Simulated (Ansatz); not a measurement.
Pd:
```
CELL_PARAMETERS angstrom
      0.00000     1.94473     1.94473
      1.94473     0.00000     1.94473
      1.94473     1.94473     0.00000
ATOMIC_POSITIONS crystal
  Pd 0.00000 0.00000 0.00000
```

Relaxed with plane-wave PAW PBE+D3(BJ) (Ansatz code). Indices refer to the conventional cell of Fm-3m, a = 3.889 Å, b = 3.889 Å, c = 3.889 Å, α = 90.00°, β = 90.00°, γ = 90.00°.

Q: Simulate the powder diffraction pattern (Cu Kα, λ = 1.54184 Å; lines above 1 %) up to 2θ = 90°.

A: Simulated powder pattern, Cu Kα, λ = 1.54184 Å (kinematic, ideal powder, no thermal factors, no anomalous dispersion; the 30 strongest lines at most, above 1 %, up to 2θ = 90°):

```json
[
 {"2θ (°)": "40.16", "d (Å)": "2.246", "I/Imax (%)": "100", "hkl": "(111)"},
 {"2θ (°)": "46.71", "d (Å)": "1.945", "I/Imax (%)": "48", "hkl": "(200)"},
 {"2θ (°)": "68.20", "d (Å)": "1.375", "I/Imax (%)": "29", "hkl": "(220)"},
 {"2θ (°)": "82.20", "d (Å)": "1.173", "I/Imax (%)": "34", "hkl": "(311)"},
 {"2θ (°)": "86.72", "d (Å)": "1.123", "I/Imax (%)": "10", "hkl": "(222)"}
]
```

Symmetry was held in the PBE+D3(BJ) relaxation. The run is not spin-polarised. The pairwise dispersion correction was not fitted to metals.

Potentials: the later of the program's two PAW sets.
